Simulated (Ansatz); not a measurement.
MgC₈:
```xyz
9
Lattice="5.0022 0.0000 0.0000 -2.5011 4.3320 0.0000 0.0000 0.0000 3.6612" Properties=species:S:1:pos:R:3 pbc="T T T"
C      0.0000     1.4629     0.0000
C     -1.2342     3.6006     0.0000
C      2.5011     1.4440     0.0000
C      1.2342     3.6006     0.0000
C      1.2669     0.7314     0.0000
C      0.0000     2.8880     0.0000
C      3.7353     0.7314     0.0000
C      2.5011     2.8691     0.0000
Mg     0.0000     0.0000     1.8306
```

Relaxed with r²SCAN+D4. Special points in fractions of this cell's reciprocal vectors: Γ (0.000, 0.000, 0.000); M (0.500, 0.000, 0.000); K (0.333, 0.333, 0.000); A (0.000, 0.000, 0.500); L (0.500, 0.000, 0.500); H (0.333, 0.333, 0.500).

List the band energies nearest the Fermi level at these points for plane-wave PAW r²SCAN+D4 (Ansatz code).

In eV from the Fermi level; about four levels below and three above (degenerate sets whole), none deeper than 8.9 eV; points with the same levels are listed once.

```
k                          below                above
-  -----------------------------  -------------------
Γ  -4.79 -4.79 -4.58 -4.58 -3.51  0.09 0.17 0.20 0.20
M        -6.87 -6.85 -4.85 -4.16       1.05 1.22 1.49
K        -6.89 -6.89 -1.75 -1.75       1.83 2.93 2.93
A        -4.51 -1.42 -1.42 -1.34       5.29 5.29 5.48
L        -6.82 -6.14 -5.42 -0.11       0.29 4.70 4.90
H  -8.29 -8.29 -8.13 -2.86 -2.86       3.87 3.87 4.03
```

Space group P6/mmm. The cell is a constructed one: a structure type filled with these elements; neither database checked (COD, Materials Project) lists it. Its standing as an ambient phase is unchecked. The cell was relaxed with r²SCAN+D4 under the symmetry of its start; its stability against distortions is not shown here.

Potentials: the later of the program's two PAW sets.
